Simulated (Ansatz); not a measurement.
**Zincblende alloy of GaAs and GaN (6 of 32 As sites exchanged), 64 atoms**

Ansatz, PAW, plane waves. PBEsol relaxation of volume and atoms (shape held) at the single k point (¼, ¼, ¼) without its symmetry partners; single points on the relaxed atoms at the Γ point alone, onto which points of the small cell's zone fold. Arrangement: quasirandom. No spin–orbit coupling unless named.

Relaxed structure:

```
Ga N As
1.0
    10.87168    0.00000    0.00000
     0.00000   10.87168    0.00000
     0.00000    0.00000   10.87168
Ga N As
32 6 26
Direct
  0.00272 0.03039 0.99883
  0.04009 0.00601 0.49793
  0.00617 0.50016 0.99943
  0.99988 0.49380 0.50043
  0.47452 0.98352 0.01959
  0.50072 0.00007 0.50156
  0.50096 0.49346 0.99886
  0.46985 0.47897 0.52039
  0.23017 0.22283 0.01958
  0.24450 0.24560 0.53312
  0.26371 0.77227 0.01522
  0.23053 0.77448 0.47324
  0.77335 0.22686 0.97344
  0.75450 0.24718 0.49628
  0.75392 0.75323 0.00312
  0.74679 0.75046 0.50050
  0.23273 0.99047 0.23606
  0.23292 0.01874 0.73038
  0.25041 0.49794 0.25439
  0.26362 0.47904 0.73483
  0.75087 0.00079 0.25302
  0.77410 0.02004 0.77277
  0.74797 0.50386 0.25170
  0.75123 0.49483 0.74977
  0.02482 0.22465 0.23070
  0.00486 0.21206 0.74653
  0.02079 0.78082 0.26960
  0.00778 0.74838 0.75384
  0.49841 0.24784 0.24885
  0.47798 0.26480 0.73623
  0.47172 0.77211 0.23198
  0.49866 0.75387 0.74999
  0.12359 0.11217 0.12246
  0.12735 0.12377 0.62449
  0.36465 0.36522 0.62823
  0.35950 0.88254 0.12907
  0.89153 0.12342 0.87352
  0.13203 0.89137 0.36768
  0.12974 0.63750 0.13250
  0.13352 0.62545 0.61696
  0.62531 0.12034 0.11677
  0.62652 0.12917 0.63259
  0.61584 0.63249 0.12589
  0.61700 0.61687 0.62362
  0.36605 0.36718 0.12216
  0.36282 0.87810 0.61962
  0.88018 0.36279 0.12172
  0.88211 0.36135 0.63101
  0.88611 0.88700 0.12505
  0.88800 0.88548 0.62543
  0.36270 0.12188 0.37685
  0.36501 0.12199 0.87557
  0.36968 0.63206 0.37663
  0.37157 0.62479 0.87633
  0.89226 0.12001 0.37392
  0.88413 0.63327 0.37437
  0.87578 0.62369 0.87523
  0.12844 0.36159 0.37912
  0.12584 0.35744 0.87186
  0.12757 0.89046 0.87758
  0.61687 0.37647 0.38237
  0.62560 0.36361 0.87063
  0.61748 0.87264 0.36849
  0.62480 0.88452 0.88141
```

Problem. What are the mean bond lengths by pair (pairs within 1.2 times the sum of covalent radii, less contacts 15 % beyond the pair's median; cation–cation pairs of compounds aside; long ionic contacts are cut short by that bound)?

Solution. As–Ga 2.434 ± 0.043 Å (standard deviation, 104 bonds); Ga–N 2.062 ± 0.050 Å (standard deviation, 24 bonds).

Problem. What gap lies between the top filled and the lowest empty level in the single points?

Solution. HSE06 0.42 eV (33 s on NVIDIA GB200).
